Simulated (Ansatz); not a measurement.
**What DFT gives for B3P**

```
CELL_PARAMETERS angstrom
2.83558 0.00000 0.00000
1.41779 -8.36044 0.00000
0.00000 0.00000 -2.84129
ATOMIC_POSITIONS crystal
P 0.17038 0.65924 0.75000
P 0.82962 0.34076 0.25000
B 0.29432 0.41136 0.75000
B 0.70568 0.58864 0.25000
B 0.42792 0.14416 0.25000
B 0.57208 0.85584 0.75000
B 0.07205 0.85590 0.25000
B 0.92795 0.14410 0.75000
```

Single point in Ansatz 0.2.0 with r2SCAN, no spin polarisation. Cutoff 500 eV, PAW datasets, 7×7×7 Γ-centred k mesh, fermi-dirac filling (width 0.1 eV).

**Forces.** The largest is on B7 (and as large on other atoms): 1.15 eV/Å, components (0.00, -1.15, 0.00). It makes 90° with the line to a nearest neighbour, B6 at 2.01 Å.
**Formation energy.** 1.58 eV an atom against the elements' usual phases (free molecules for gases, crystals otherwise, with no correction for O₂ or N₂), so at this geometry it isn't bound against them. Relaxing would lower it.
**Charges.** Bader charges in e: B +0.02 to +0.16, P -0.22. In the mean B gives up most and P takes most.
**Stress.** The pressure is 5.1 GPa (compression positive), so with the atoms held at these fractions the cell would first expand; the forces are large, so a full relaxation may end otherwise. The principal stresses -0.9, 0.0, 16.3 GPa differ, so its shape would change too.
**Electronic structure.** It is a metal, with about 2.5 states/eV a cell as the mean within 0.25 eV of the Fermi level, mostly B p (61 %) and B s (20 %).

Origin: a known structure type with other elements, at an estimated volume, so it need not be a known compound. Caveats: the k mesh is coarse if the cell is a metal.
